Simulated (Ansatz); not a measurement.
KHO:
```cif
data_H4K4O4
_chemical_formula_sum 'K4 H4 O4'
_space_group_name_H-M_alt 'Cmc21'
_space_group_IT_number 36
_space_group_name_Hall 'C 2c -2'
_cell_length_a 3.92415
_cell_length_b 10.24566
_cell_length_c 3.93491
_cell_angle_alpha 90.000
_cell_angle_beta 90.000
_cell_angle_gamma 90.000
loop_
_atom_site_label
_atom_site_type_symbol
_atom_site_symmetry_multiplicity
_atom_site_Wyckoff_symbol
_atom_site_fract_x
_atom_site_fract_y
_atom_site_fract_z
_atom_site_occupancy
K1 K 4 a 0.00000 0.63952 0.23972 1
H1 H 4 a 0.00000 0.02927 0.59094 1
O1 O 4 a 0.00000 0.10016 0.76393 1
```
(The calculation used a cell of 6 atoms; values per cell refer to that cell.)

Relaxed with PBEsol.

Question: Tabulate the valence density and the electron localisation function along the shortest K–O contact (2.67 Å), PBEsol (plane waves, PAW; program Ansatz).

Answer: 

| distance from K (Å) | density (e/Å³) | ELF |
|---|---|---|
| 0.27 | 4.18 | 0.71 |
| 0.40 | 3.77 | 0.81 |
| 0.53 | 2.93 | 0.86 |
| 0.67 | 1.96 | 0.87 |
| 0.80 | 1.14 | 0.84 |
| 0.93 | 0.60 | 0.69 |
| 1.07 | 0.31 | 0.35 |
| 1.20 | 0.18 | 0.09 |
| 1.33 | 0.14 | 0.05 |
| 1.47 | 0.16 | 0.11 |
| 1.60 | 0.23 | 0.38 |
| 1.73 | 0.40 | 0.67 |
| 1.87 | 0.72 | 0.81 |
| 2.00 | 1.36 | 0.85 |
| 2.14 | 2.61 | 0.84 |
| 2.27 | 4.45 | 0.77 |
| 2.40 | 6.25 | 0.60 |

The density is the valence pseudo-density with augmentation charge, so density and ELF within about 1 Å of a nucleus are not all-electron values.

Space group Cmc2_1. The workflow started from a Materials Project entry (that database holds measured and hypothetical structures alike); the Crystallography Open Database copy checked does not list it. COD files the formula under space group No. 14, so this cell is another polymorph or a model. Its standing as an ambient phase is unchecked. The cell was relaxed with PBEsol under the symmetry of its start; whether a distortion lowers the energy is not shown.

Potentials: the later of the program's two PAW sets.
